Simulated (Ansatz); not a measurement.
WC (rock salt, Fm-3m), DFT-PBEsol in the program Ansatz with PAW potentials, all energies at zero smearing, with the estimated change up to a 700 eV cutoff added, with one set of potentials and settings (totals compare only within such a set). Cell of 2 atoms (1 W, 1 C): -10502.830 eV.

| element | reference phase | E (eV/atom) |
|---|---|---|
| W | Im-3m, 1 atoms in the cell | -10256.5620 |
| C | P6_3/mmc, 4 atoms in the cell | -246.6950 |

Formation energy per atom, worked out: (-10502.830 − 1×(-10256.5620) − 1×(-246.6950))/2 = 0.213 eV/atom (21 kJ per mol of atoms), at 0 K, without zero-point energy or fitted corrections.

The first step of the workflow began from a Materials Project structure, measured or hypothetical; the Crystallography Open Database copy checked does not list it. It is not the phase usual at ambient conditions (space group No. 187). The PBEsol relaxation kept the symmetry of its start; of distortions, only those at the zone centre were tested. The run is not spin-polarised. Its formation energy is positive at this level, so the cell may be metastable or incomplete. The references are the lowest solids computed at this level, not always the standard phases. Spin–orbit coupling is left out wherever it is not named.

Potentials: the later of the program's two PAW sets.
